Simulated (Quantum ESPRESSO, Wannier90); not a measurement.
**InP (wurtzite): Wannier90 run**

```
InP
1.0
    4.16811     0.00000     0.00000
   -2.08405     3.60969     0.00000
    0.00000     0.00000     6.83999
In P
2 2
Direct
  0.66667   0.33333   0.50020
  0.33333   0.66667   0.00020
  0.66667   0.33333   0.87480
  0.33333   0.66667   0.37480
```

Cell from Materials Project (mp-966800), symmetrised, no further relaxation. Not found in the COD (Crystallography Open Database) copy used, which has the formula in other groups; not checked further. Level: PBEsol, no spin polarisation, no spin-orbit coupling; pw.x of Quantum ESPRESSO at 56 Ry with PseudoDojo potentials, 12×12×6 k-points, Wannier90. Density: 12×12×6 mesh, Gaussian smearing 0.01 Ry. Spin-orbit coupling is left out although heavy elements are present.

Base run: 16 functions from bands 11-36 of the 36 computed, start hydrogen-like In: s;p; P: s;p, centres 0.05 Å off the atoms, frozen window up to 2.05 eV relative to the valence-band maximum, outer window open. Rows change the key named; with other orbitals the number of functions and the frozen window follow, as listed; window edges are relative to the valence-band maximum. The misfit compares interpolated bands with pw.x on a high-symmetry path, for states up to 1.6 eV relative to the valence-band maximum. Converged means that the tolerances were met: symmetric starts can stop on a saddle, which shows as a larger Ω_OD at equal Ω_I and can move the misfit too.

| setting | functions | frozen to (eV) | Ω_I (Å²) | Ω_D (Å²) | Ω_OD (Å²) | rms misfit (meV) | worst (meV) | ended |
|---|---|---|---|---|---|---|---|---|
| base | 16 | 2.05 | 27.98 | 0.09 | 3.87 | 0.7 | 6.3 | converged |

Task: Starting from this base row, predict which settings stop with an error, and how Ω_I and the misfit move in the others: only the lowest 18 of the kept bands; only the lowest 21 of the kept bands; only the lowest 23 of the kept bands; dis_mix_ratio = 0.2.

Result: 
```csv
setting,functions,frozen to (eV),Ω_I (Å²),Ω_D (Å²),Ω_OD (Å²),rms misfit (meV),worst (meV),ended
only the lowest 18 of the kept bands,16,2.05,42.38,0.40,7.46,0.6,5.4,converged
only the lowest 21 of the kept bands,16,2.05,35.71,0.24,5.05,0.5,3.7,converged
only the lowest 23 of the kept bands,16,2.05,31.94,0.19,4.48,0.6,4.7,converged
dis_mix_ratio = 0.2,16,2.05,27.98,0.09,3.87,0.8,6.3,converged
```
